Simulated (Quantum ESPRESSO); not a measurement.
Cheap against tight settings: CaF2

```
CaF2
1.0
    0.00000     2.75802     2.75802
    2.75802     0.00000     2.75802
    2.75802     2.75802     0.00000
Ca F
1 2
Direct
  0.00000   0.00000   0.00000
  0.75000   0.75000   0.75000
  0.25000   0.25000   0.25000
```
The cell comes from the Materials Project (a computed structure). It is CaF2 in Fm-3m. Stability against distortions was not tested.

Method: σ by PBE GIPAW on JTH datasets (Quantum ESPRESSO, modified build). The cutoff rises from row to row, with the meshes as listed. Costs are rough, from a shared machine. Shieldings are absolute and leave out the bulk-susceptibility term; a larger σ means a smaller chemical shift. PBE places the empty d or f states of Ca too low, which is known to distort σ on and beside such ions.

| setting | cutoff (Ha) | k-mesh | σ_iso Ca (ppm) | σ_iso F (ppm) | f-sum rule missed by (%) | rough cost ratio |
|---|---|---|---|---|---|---|
| A | 17.5 | 3×3×3 shifted | 1139.2 | 218.0 | 0.09 | about 1 |
| B | 22.5 | 4×4×4 shifted | 1140.8 | 216.3 | 0.00 | about 1 |
| C | 32.5 | 6×6×6 shifted | 1140.9 | 216.1 | 0.00 | 7 |

Largest change from the last row but one to the last: σ_iso F (ppm) by -0.1.
